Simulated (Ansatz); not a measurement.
## Two Ansatz runs on BaIrO3

The cell comes from COD entry 2002425, which wasn't checked; take it as a given geometry.

First run: DFT, PBEsol, PAW with Ansatz's default frozen-core files, scalar-relativistic (Ansatz 0.2.0).

Command: `ansatz run input.yaml --threads 2 --pin off --max-ram 5120MiB --backend cpu --events-out ev --progress --plain --runs-dir out` The run took 7.3 s on 2 threads of Intel(R) Xeon(R) Processor @ 2.70GHz (shared host), peak memory 0.5 GiB.

```yaml
crystal:
  lattice:
    - [4.1009, 0.0, 0.0]
    - [0.0, 4.1009, 0.0]
    - [0.0, 0.0, 4.1009]
  atoms:
    - { symbol: Ba, position: [0.5, 0.5, 0.5] }
    - { symbol: Ir, position: [0.0, 0.0, 0.0] }
    - { symbol: O, position: [0.5, 0.0, 0.0] }
    - { symbol: O, position: [0.0, 0.5, 0.0] }
    - { symbol: O, position: [0.0, 0.0, 0.5] }
kpoints:
  mp_grid: { grid: [7, 7, 7] }
  band_path:
    path:
      - [0.0, 0.0, 0.0]
      - [0.0, 0.5, 0.0]
      - [0.5, 0.5, 0.0]
      - [0.0, 0.0, 0.0]
      - [0.5, 0.5, 0.5]
      - [0.0, 0.5, 0.0]
      - [0.5, 0.5, 0.5]
      - [0.5, 0.5, 0.0]
    npoints: 5
scf:
  occupations: { method: fermi_dirac, width: 0.05 }
hamiltonian:
  xc: pbesol
  pseudopotentials: { kind: paw }
output:
  forces: true
  stress: true
  eigenvalues: true
  efg: { contact_densities: true }
```

Result: converged; pressure -11.32 GPa; 7 SCF iterations.

Spin polarisation is left out, and whether a magnetic state lies lower isn't shown here.

Spin–orbit coupling is left out, though it moves levels of the heavy atoms by tenths of an eV or more.

A second input differs as follows:

```diff
@@ -25,4 +25,5 @@
 scf:
   occupations: { method: fermi_dirac, width: 0.05 }
+  max_iter: 100
 hamiltonian:
   xc: pbesol
@@ -33,3 +34,4 @@
   eigenvalues: true
   efg: { contact_densities: true }
+total_charge: 6
```

Q: What is wrong with it, and what does the program do?

A: The fault is a charge that the system can't hold (a charged periodic cell is solved on a neutralising background, which makes energy and pressure unphysical). The run converged; pressure 28.6 GPa; 10 SCF iterations. Such numbers aren't properties of the crystal. The log ends:
```
            electrostatic potential = -15772.687480 V   contact ρ = 11151998.327926 e/Å³
  atom   3  O  V_zz =    -1.203527   η = 0.0000   by run symmetry: allowed
            electrostatic potential = -621.739592 V   contact ρ = 2153.268329 e/Å³
  atom   4  O  V_zz =    -1.203527   η = 0.0000   by run symmetry: allowed
            electrostatic potential = -621.739592 V   contact ρ = 2153.268329 e/Å³
  atom   5  O  V_zz =    -1.203527   η = 0.0000   by run symmetry: allowed
            electrostatic potential = -621.739592 V   contact ρ = 2153.268329 e/Å³
--- Band table (eV; the first three rows and the last of 20) ---
  k-point 0: bands = ["-87.0655", "-43.5123", "-43.5123", "-43.5123", "-10.9232", "-9.3325", "-9.3325", "-9.1591", "3.4564", "3.4564", "3.4564", "5.1140", "5.1140", "5.1140", "5.5588", "5.5588", "5.5588", "6.4981", "6.4981", "6.4981", "7.2454", "7.2454", "7.3595", "7.3595", "7.3595", "14.7347", "19.2257", "19.2257", "21.9715", "21.9715"]
  k-point 1: bands = ["-87.0655", "-43.5129", "-43.5123", "-43.5123", "-10.8518", "-9.3308", "-9.3308", "-9.1502", "3.1134", "3.4730", "3.4730", "4.4526", "4.9461", "4.9461", "5.4610", "5.4610", "5.5618", "6.4670", "6.7357", "6.7357", "7.0708", "7.2459", "7.4191", "7.4191", "8.3286", "15.1365", "19.3902", "19.5578", "21.8195", "21.8195"]
  k-point 2: bands = ["-87.0655", "-43.5143", "-43.5122", "-43.5122", "-10.6620", "-9.4990", "-9.3269", "-8.9734", "1.9589", "3.4927", "3.4927", "4.3622", "4.6364", "4.6364", "5.4890", "5.4890", "5.5686", "6.3974", "6.6031", "6.6893", "6.6893", "7.2468", "7.8460", "7.8460", "9.4965", "16.2406", "19.7856", "20.1968", "21.5222", "21.5222"]
  k-point 19: bands = ["-87.0655", "-43.5150", "-43.5150", "-43.5150", "-10.1512", "-9.0093", "-8.9730", "-8.9730", "1.0005", "1.0005", "1.6170", "2.2954", "2.2954", "2.3970", "5.5391", "5.6584", "5.6584", "7.0656", "7.0656", "7.0905", "8.9417", "8.9717", "8.9717", "12.5199", "12.5199", "18.7539", "18.9937", "18.9937", "20.3926", "23.6817"]
```
